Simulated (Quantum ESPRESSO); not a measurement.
# AlMg2S3F: convergence and cost over cutoff and k mesh

Computed values, not a measurement. The program is pw.x of Quantum ESPRESSO 7.5 (plane-wave density functional theory). The cell is made up: 7 atoms on a zincblende/diamond lattice with one site empty, with randomly drawn elements, strain and displacements, not relaxed. PseudoDojo standard norm-conserving files (v0.5 for PBE, v0.4.1 for LDA and PBEsol) set the functional; there is no spin polarisation, spin-orbit coupling or dispersion term, and the masses in the input are unused placeholders.

Input of the run in row 2:

```
&control calculation='scf', pseudo_dir='./dojo.nc.sr.pbe.v0_5.standard.upf', outdir='./o', disk_io='low', tprnfor=.true., tstress=.true. /
&system ibrav=0, nat=7, ntyp=4, nbnd=30, ecutwfc=84.00895049, nosym=.true., tot_charge=0,
 occupations='smearing', smearing='fd', degauss=0.0018374661
/
&electrons conv_thr=7.350e-09, electron_maxstep=60, /
ATOMIC_SPECIES
Al 1.0 Al.upf
F 1.0 F.upf
Mg 1.0 Mg.upf
S 1.0 S.upf
CELL_PARAMETERS angstrom
5.4978 -0.017 -0.0202
-0.017 5.3482 0.0437
-0.0202 0.0437 5.3088
ATOMIC_POSITIONS angstrom
Al 0.0625 0.0626 0.0321
Mg 2.6399 0.024 2.6324
Mg 2.9036 2.7644 0.0465
S 1.3436 1.4319 1.2722
S 1.1934 4.0715 4.2636
F 4.0386 1.4112 3.9216
S 4.0722 4.0226 1.3241
K_POINTS automatic
4 4 4 1 1 1
```

The same cell was run at these settings. Meshes are shifted by half a step, and differences are from the last row, which is itself not exact.

```
cutoff (eV)     k mesh  k points solved  threshold (eV)  free energy less the last row's (eV)  pressure (GPa)  largest stress difference (GPa)  largest force difference (eV/Å)  iterations  wall time (s)  k-point pools                  processor
        800  2 x 2 x 2                4           1e-04                                 1.697          -12.64                            13.51                            0.040           7             15              4  Intel Xeon, 2023 or later
       1143  4 x 4 x 4               32           1e-07                                 0.001            0.79                             0.01                            0.006          10             95              4  Intel Xeon, 2023 or later
       1437  6 x 6 x 6              108           1e-07                                 0.000            0.79                             0.00                            0.000          10            469              4  Intel Xeon, 2023 or later
```

Each pool is one process. Wall times include start-up and a band step at six k points, which weighs most on the coarsest meshes. The runs were on shared virtual cores whose load varied, so times are rough.